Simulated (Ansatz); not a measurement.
SiC:
```yaml
crystal:
  lattice:
    - [5.81410, 0.00000, 0.00000]
    - [0.00000, 3.12515, 0.00000]
    - [0.00000, 0.00000, 5.18905]
  atoms:
    - { symbol: Si, position: [0.15937, 0.25000, 0.40411] }
    - { symbol: Si, position: [0.34063, 0.75000, 0.90411] }
    - { symbol: Si, position: [0.84063, 0.75000, 0.59589] }
    - { symbol: Si, position: [0.65937, 0.25000, 0.09589] }
    - { symbol: C, position: [0.82462, 0.25000, 0.39609] }
    - { symbol: C, position: [0.67538, 0.75000, 0.89609] }
    - { symbol: C, position: [0.17538, 0.75000, 0.60391] }
    - { symbol: C, position: [0.32462, 0.25000, 0.10391] }
```

Relaxed with PBEsol. Special points in fractions of this cell's reciprocal vectors: Γ (0.000, 0.000, 0.000); X (0.500, 0.000, 0.000); S (0.500, 0.500, 0.000); Y (0.000, 0.500, 0.000); Z (0.000, 0.000, 0.500); U (0.500, 0.000, 0.500); R (0.500, 0.500, 0.500); T (0.000, 0.500, 0.500).

**Question.** List the band energies nearest the valence-band maximum at these points for plane-wave PAW PBEsol (Ansatz code).

**Answer.** In eV from the valence-band maximum; about four levels below and three above (degenerate sets whole), none deeper than 8.9 eV; points with the same levels are listed once.

```tsv
k	below	above
Γ	-0.97 -0.50 -0.17 0.00	3.02 4.48 4.91
X	-1.25 -1.25 -0.47 -0.47	3.17 3.17 4.54 4.54
S	-1.90 -1.90 -1.90 -1.90	4.21 4.21 4.21 4.21
Y	-3.07 -3.07 -1.89 -1.89	2.68 2.68 5.63 5.63
Z	-1.46 -1.46 -0.73 -0.73	3.32 3.32 5.46 5.46
U	-0.93 -0.93 -0.85 -0.85	2.49 2.49 5.31 5.31
R	-2.13 -2.13 -2.13 -2.13	4.27 4.27 4.27 4.27
T	-1.45 -1.45 -0.50 -0.50	3.95 3.95 4.52 4.52
```

Space group Pnma. The start of the workflow was typed in or built on a structure type; neither database checked (COD, Materials Project) lists it. It is not the phase usual at ambient conditions (space group No. 186, 216). Symmetry was held in the PBEsol relaxation; phonons on a q-mesh show no instability.

Potentials: the later of the program's two PAW sets.
